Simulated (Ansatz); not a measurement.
RbCl (rock salt, Fm-3m), PBEsol (plane waves, PAW; program Ansatz). The conduction-band minimum lies at Γ, with 1 equivalent valley. Second derivatives d²E/dk² of the lowest band at one valley (eV·Å²), along Cartesian directions:

```
direction  d²E/dk²
---------  -------
[100]        18.33
[010]        18.33
[001]        18.33
[110]        18.33
[101]        18.33
[011]        18.33
```

**Question.** Find the principal effective masses, the density-of-states mass and the conductivity mass.

**Answer.** Off-diagonal terms follow from H_xy = H[110] − (H_xx + H_yy)/2, and m*/mₑ = 7.620 eV·Å² over each eigenvalue: 0.42, 0.42, 0.42. One valley's DOS mass (m₁m₂m₃)^(1/3) = 0.42, conductivity mass 3/(Σ 1/mᵢ) = 0.42 mₑ.

**Question.** What effective density of states Nc follows at 300 K for parabolic valleys?

**Answer.** Nc = 2.509e19 × 1 × (0.42)^(3/2) ≈ 6.8e18 cm⁻³.

The PBEsol relaxation kept the symmetry of its start. Scalar-relativistic: spin–orbit coupling is off unless named, which matters more the heavier the elements.

Potentials: the later of the program's two PAW sets.

Edges and masses are those of Kohn–Sham bands, whose gap is no quasiparticle gap.
